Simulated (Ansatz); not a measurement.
Here is the system:

Cs₂PdBr₆:
```yaml
crystal:
  lattice:
    - [0.00000, 5.38491, 5.38491]
    - [5.38491, 0.00000, 5.38491]
    - [5.38491, 5.38491, 0.00000]
  atoms:
    - { symbol: Cs, position: [0.25000, 0.25000, 0.25000] }
    - { symbol: Cs, position: [0.75000, 0.75000, 0.75000] }
    - { symbol: Pd, position: [0.00000, 0.00000, 0.00000] }
    - { symbol: Br, position: [0.76821, 0.23179, 0.23179] }
    - { symbol: Br, position: [0.23179, 0.76821, 0.76821] }
    - { symbol: Br, position: [0.23179, 0.76821, 0.23179] }
    - { symbol: Br, position: [0.76821, 0.23179, 0.76821] }
    - { symbol: Br, position: [0.23179, 0.23179, 0.76821] }
    - { symbol: Br, position: [0.76821, 0.76821, 0.23179] }
```

This is the r²SCAN-relaxed structure.

**Question.** All from r²SCAN (plane waves, PAW; program Ansatz), unless another level is named. Estimate the hole effective mass with spin–orbit coupling, band 1 of 2 at the edge.

**Answer.** 2.5 along [100], 1.9 along [110], 1.7 along [111] (mₑ).

**Question.** Next, the HSE06 gap on the r²SCAN cell?

**Answer.** 1.64 eV.

**Question.** What about the valence-band maximum?

**Answer.** at Γ.

Space group Fm-3m. The first step of the workflow began from a Materials Project structure, measured or hypothetical; the Crystallography Open Database copy checked does not list it. Its standing as an ambient phase is unchecked. The cell was relaxed with r²SCAN under the symmetry of its start; its stability against distortions is not shown here. The run is not spin-polarised. Spin–orbit coupling is left out wherever it is not named.

Potentials: the later of the program's two PAW sets.
